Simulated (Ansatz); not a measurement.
BeS:
```
CELL_PARAMETERS angstrom
      3.30064     0.00000     0.00000
     -1.65032     2.85844     0.00000
      0.00000     0.00000     5.24700
ATOMIC_POSITIONS crystal
  Be 0.00000 0.00000 0.00000
  Be 0.00000 0.00000 0.50000
  S  0.33333 0.66667 0.25000
  S  0.66667 0.33333 0.75000
```

Relaxed with PBE. PBE in the plane-wave PAW code Ansatz gives a gap of 1.44 eV.

What gap does HSE06 give on the same cell (Ansatz, PAW)?

2.25 eV, 0.81 eV more. The hybrid was solved on a coarser mesh and at special points; its gap is the smallest among all of these.

| k | v1 PBE | c1 PBE | v1 HSE06 | c1 HSE06 |
|---|---|---|---|---|
| Γ | 0.00 | 3.42 | ? | ? |
| A | -0.72 | 4.29 | ? | ? |
| K | -3.73 | 1.44 | -4.05 | 2.25 |
| H | -0.74 | 3.87 | ? | ? |
| M | -0.64 | 3.09 | -0.70 | 3.96 |
| L | -2.26 | 3.12 | ? | ? |

Top valence (v1) and lowest conduction level (c1) in eV from each method's valence maximum (which need not be a listed point): supply the withheld HSE06 values.


- L, v1 HSE06: -2.44
- L, c1 HSE06: 4.06
- A, v1 HSE06: -0.78
- A, c1 HSE06: 5.33
- Γ, v1 HSE06: 0.00
- Γ, c1 HSE06: 4.39
- H, v1 HSE06: -0.80
- H, c1 HSE06: 4.86

Cost on shared cores: the PBE run (SCF on a 10×10×5 mesh, then bands and DOS) roughly 9 core-seconds, the HSE06 run (SCF on 7×7×4, then a few points) around 70 core-seconds (rough); the tasks are unlike.

Space group P6_3/mmc (NiAs type). The cell is a constructed one: a structure type filled with these elements; neither database checked (COD, Materials Project) lists it. COD files the formula under space group No. 216, so this cell is another polymorph or a model. Whether it is the stable phase at ambient conditions was not checked. Symmetry was held in the PBE relaxation. At this level the phase is dynamically unstable (imaginary phonons).

Potentials: the later of the program's two PAW sets.
